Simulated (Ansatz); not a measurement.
**Equation of state of AgB2**

```xyz
3
Lattice="3.0000 0.0000 0.0000 -1.5000 2.5981 0.0000 0.0000 0.0000 3.2400" Properties=species:S:1:pos:R:3 pbc="T T T"
Ag    0.0000    0.0000    0.0000
B     0.0000    1.7321    1.6200
B     1.5000    0.8660    1.6200
```

The geometry is COD entry 1509214, unchecked; take it as a test cell.

Levels of theory: DFT, PBEsol, all-electron LAPW, scalar-relativistic (Ansatz 0.2.0); DFT, PBEsol, PAW with Ansatz's default frozen-core files, scalar-relativistic (Ansatz 0.2.0).

For LAPW: a Γ-centred 16×16×13 k mesh, Fermi–Dirac smearing of 0.05 eV, basis error target 1 meV/atom, no spin polarisation. PAW takes a cutoff of 420 eV at this cell (files made with PBE, cores remade for this functional). The Ansatz runs share mesh, smearing and spin set-up. Plane-wave (PAW) pressures include the program's estimate of the Pulay term.

The cell above is scaled evenly, with fractional coordinates and shape held.

```tsv
V/V(cell)	V (Å³/atom)	P, LAPW (GPa)	P, PAW (GPa)
0.9400	7.913	72.20	72.30
0.9600	8.081	62.92	63.02
0.9800	8.249	54.48	54.56
0.9900	8.334	?	?
1.0000	8.418	46.79	46.86
1.0100	8.502	43.21	43.28
1.0200	8.586	39.79	39.85
1.0400	8.754	33.40	33.46
1.0600	8.923	27.57	27.62
```

Task: Fill in the row V/V(cell) = 0.9900.

Result: P, LAPW (GPa) = 50.55, P, PAW (GPa) = 50.62.
